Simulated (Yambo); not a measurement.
Yambo run on CdClOH (space group P6_3mc, No. 186). The wavefunctions are PBEsol (Quantum ESPRESSO, PseudoDojo norm-conserving, 102 Ry, no spin-orbit coupling) ones on a 3×3×1 mesh (34 occupied bands); a = 3.6970 Å, b = 3.6970 Å, c = 10.1849 Å, α = 90.00°, β = 90.00°, γ = 120.00°.

Yambo input:

```
rim_cut
gw0
dyson
el_el_corr
HF_and_locXC
ppa
em1d
RandQpts= 1000000
RandGvec= 1 Ry
EXXRLvcs= 102 Ry
VXCRLvcs= 408 Ry
Chimod= "HARTREE"
% BndsRnXp
 9 | 129 |
%
NGsBlkXp= 7 Ry
% LongDrXp
 1.0 | 1.0 | 1.0 |
%
PPAPntXp= 27.2114 eV
% GbndRnge
 1 | 129 |
%
GTermKind= "BG"
DysSolver= "n"
ExtendOut
% QPkrange
 1 | 1 | 34 | 35 |
%
```

k points by index: 1 = Γ.

Resulting energies as the program prints them:

```
#    K-point    Band    Eo [eV]    E [eV]    E-Eo [eV]    Vxc [eV]    Vnlxc [eV]    Sc|Eo [eV]    Sc|E [eV]    dSc/dw|Eo [eV]    Re(Z)    Im(Z)
#
    1    34    0.000000    -1.110945    -1.110945    -18.10765    -22.90902    3.410631    3.690434    -6.852734    0.798826    -0.001247
    1    35    2.386885    3.330173    0.943288    -11.88640    -7.511011    -3.254716    -3.432099    -5.116554    0.841728    -0.001021
```
(The two width columns are left out.) Convergence of these settings isn't established.

Geometry relaxed with PBE+D3(BJ).
